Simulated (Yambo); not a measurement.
Yambo run on MoS2 (space group P6_3/mmc, No. 194). The wavefunctions are norm-conserving PBE (Quantum ESPRESSO, 80 Ry, scalar-relativistic) ones on a 6×6×1 mesh (26 occupied bands); a = b = 3.1563 Å, c = 12.1176 Å, α = β = 90.00°, γ = 120.00°.

Yambo input:

```
rim_cut
HF_and_locXC
RandQpts= 1000000
RandGvec= 1 Ry
EXXRLvcs= 80 Ry
VXCRLvcs= 320 Ry
% QPkrange
 1 | 1 | 26 | 27 |
 4 | 4 | 26 | 27 |
 5 | 5 | 26 | 27 |
 7 | 7 | 26 | 27 |
%
```

k points by index: 1 = Γ, 4 = M, 5 = (0.167, 0.167, 0), 7 = K.

Resulting energies as the program prints them:

```
#    K-point    Band    Eo [eV]    Ehf [eV]    Vxc [eV]    Vnlxc [eV]
#
    1    26    0.000000    -0.565915    -16.47598    -17.04189
    1    27    1.939198    6.307414    -15.55935    -11.19113
    4    26    -1.233655    -2.675977    -14.76925    -16.21158
    4    27    1.533211    6.521645    -18.65382    -13.66538
    5    26    -1.464686    -3.912437    -14.26018    -16.70793
    5    27    0.851253    4.894257    -15.28697    -11.24397
    7    26    -0.778116    -1.266428    -16.37958    -16.86789
    7    27    0.966755    5.150162    -17.65656    -13.47315
```
Exchange alone, without screening.

Spin-orbit coupling is not included.

Geometry relaxed with PBE+D3(BJ).

The layers are not stacked as in the ordinary crystal (cation over anion).
